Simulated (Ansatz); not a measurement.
A crystal relaxed with r2SCAN in Ansatz has space group R-3m:H (No. 166) and a = 3.783 Å, c = 18.743 Å.

```csv
atom,site,x,y,z
Li,3a,0.0000,0.0000,0.0000
Na,3b,0.6667,0.3333,0.8333
Xx,6c,0.3333,0.6667,0.9234
```

r2SCAN gives a direct gap of 6.43 eV at Γ. With HSE06 the gap is 6.98 eV and direct, at Γ. Meshes: r2SCAN 8×8×8, HSE06 6×6×6. r2SCAN's ε∞ is 2.6 along all three axes, to this precision.

Problem. Which element is Xx?
A. Br
B. H
C. I
D. Cl

Solution. D. Xx is Cl: NaLiCl2 as one 4-atom ordering (R-3m) on the rocksalt lattice. Around Li lie 6 Cl at 2.61 Å; around Na lie 6 Cl at 2.76 Å; around Cl lie 3 Li at 2.61 Å and 3 Na at 2.76 Å.

Values at 0 K without nuclear motion; spin polarisation is off, and the phase may be a hypothetical one.
